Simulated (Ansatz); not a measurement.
Optical constants of Te$_{3}$W

Theory: DFT PBEsol, scalar-relativistic, plane waves, PAW (Ansatz). Settings: 420 eV plane-wave cutoff, Γ-centred 8×8×8 mesh, Fermi-Dirac smearing of 0.15 eV. No spin polarisation.

The cell, relaxed at this level:
```
CELL_PARAMETERS angstrom
5.29852 0.00000 0.00000
0.00000 5.29852 0.00000
0.00000 0.00000 5.29852
ATOMIC_POSITIONS crystal
Te 0.00000 0.00000 0.50000
Te 0.00000 0.50000 0.00000
Te 0.50000 0.00000 0.00000
W 0.00000 0.00000 0.00000
```

The cell was built by swapping an element in a database structure (itself possibly hypothetical) and relaxing; it need not be the stable form of this composition. In a metal these results depend on the k mesh and the smearing. Spin–orbit coupling is left out, which matters for heavy elements.

Independent-particle response (no local fields, no excitons) on a 14×14×14 mesh, broadened by 0.1 eV; the Drude term is undamped and its weight carries the smearing above, which sets much of it in a semimetal. The run couldn't bound its error over part or most of this range, so small peaks and near ties are unsure. Light polarised along x. ε₁ lacks the small share of bands above those solved.

Task: Tabulate ε₁ and ε₂ against photon energy.

Result:
```
E (eV)        ε₁     ε₂
   0.1  -2384.83  61.08
   0.4   -102.02  61.05
   0.7    -48.49  83.41
   1.0    -53.64  26.85
   1.3    -28.86   8.04
   1.6    -16.82   5.19
   1.9     -9.74   2.64
   2.2     -4.77   2.58
   2.5     -2.16   3.36
   2.8     -0.89   3.95
   3.1     -0.28   4.22
   3.4      0.05   4.29
   3.7      0.17   3.93
   4.0      1.92   3.59
   4.3      1.71   6.92
   4.6     -0.39   5.93
   4.9     -1.20   4.43
   5.2     -0.85   3.47
   5.5      0.38   3.05
   5.8     -0.09   4.20
   6.1     -0.16   3.49
   6.4     -0.02   2.78
   6.7      0.77   2.79
   7.0      1.38   3.53
   7.3     -0.28   3.91
   7.6      0.64   3.34
   7.9     -0.21   4.00
```

Task: Where is the highest local maximum of ε₂ between 0.3 and 8 eV?

Result: At 0.7 eV, where ε₂ = 83.4.

Cost: 1 run of about 8.4 core-minutes, on AMD EPYC (Zen 3) (shared hosts).